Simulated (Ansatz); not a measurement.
BaTiO3 (started from an entry of an open crystallographic database), relaxed with r2SCAN: 4 runs in the plane-wave code Ansatz, each a construction of maximally localised Wannier functions. The symmetry is Pm-3m (No. 221, cubic); a = 3.994 Å in the conventional setting, 12.74 Å³ an atom. Ba has 12 O at 2.82 Å; Ti has 6 O at 2.00 Å; O has 2 Ti at 2.00 Å and 4 Ba at 2.82 Å. No spin polarisation and no zero-point or thermal motion.

```
Ba Ti O
1.0
     3.99410    0.00000    0.00000
     0.00000    3.99410    0.00000
     0.00000    0.00000    3.99410
Ba Ti O
1 1 3
Direct
  0.50000 0.50000 0.50000
  0.00000 0.00000 0.00000
  0.50000 0.00000 0.00000
  0.00000 0.50000 0.00000
  0.00000 0.00000 0.50000
```

Windows count from the top of the filled bands; a dash means that no such window was set (without an outer window there is no disentanglement).

| functional | SCF mesh | trial orbitals | functions | mesh | window (eV) | frozen (eV) | Ω total (Å²) | Ω invariant (Å²) | largest spread (Å²) | least projectability | interpolation miss of the model's filled bands (eV, to the nearest computed level) |
| --- | --- | --- | --- | --- | --- | --- | --- | --- | --- | --- | --- |
| PBE | 6×6×6 | O s, O p | 12 | 4×4×4 | – | – | 13.64 | 12.34 | 1.35 | 0.78 | 0.048 |
| PBE | 6×6×6 | O s, O p | 12 | 6×6×6 | – | – | 14.36 | 13.07 | 1.43 | 0.78 | 0.010 |
| PBE | 6×6×6 | O p | 9 | 4×4×4 | – | – | 12.67 | 12.52 | 1.51 | 0.78 | 0.050 |
| r2SCAN | 6×6×6 | O s, O p | 12 | 4×4×4 | – | – | 13.13 | 11.84 | 1.29 | 0.78 | 0.042 |

For O s, O p with PBE the spread goes 13.64 Å² (4×4×4), 14.36 Å² (6×6×6): finite differences on a coarse mesh understate it.

Spin-orbit coupling is left out.
